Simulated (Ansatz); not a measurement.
Relax this structure to zero stress and force, keeping its symmetry:

```xyz
6
Lattice="-3.7404 3.7404 2.8642 3.7404 -3.7404 2.8642 3.7404 3.7404 -2.8642" Properties=species:S:1:pos:R:3 pbc="T T T"
Tl    4.9012    1.1607    0.0000
Tl    2.5797    1.1607    2.8642
Tl   -1.1607    2.5797    2.8642
Tl    1.1607    2.5797    0.0000
Au    0.0000    0.0000    4.2964
Au    0.0000    0.0000    1.4321
```

Computed with Ansatz, DFT PBEsol, scalar-relativistic, plane waves, PAW.

Cutoff 420 eV; k points 8×8×8 on the computed 6-atom cell (Γ-centred); Gaussian smearing, width 0.10 eV; no spin polarisation.

Q: What does it relax to?

A: The volume drops by 2.36 Å³/atom to 24.35 Å³/atom, and the energy falls by 31.3 meV/atom. Final structure:
```xyz
6
Lattice="-3.6096 3.6096 2.8034 3.6096 -3.6096 2.8034 3.6096 3.6096 -2.8034" Properties=species:S:1:pos:R:3 pbc="T T T"
Tl    4.7230    1.1134    0.0000
Tl    2.4962    1.1134    2.8034
Tl   -1.1134    2.4962    2.8034
Tl    1.1134    2.4962    0.0000
Au    0.0000    0.0000    4.2051
Au    0.0000    0.0000    1.4017
```

Spin–orbit coupling is left out, which can shift energies with elements as heavy as these.

Cost: 1 run of about 2.1 core-minutes, on Arm Neoverse V2 (shared hosts).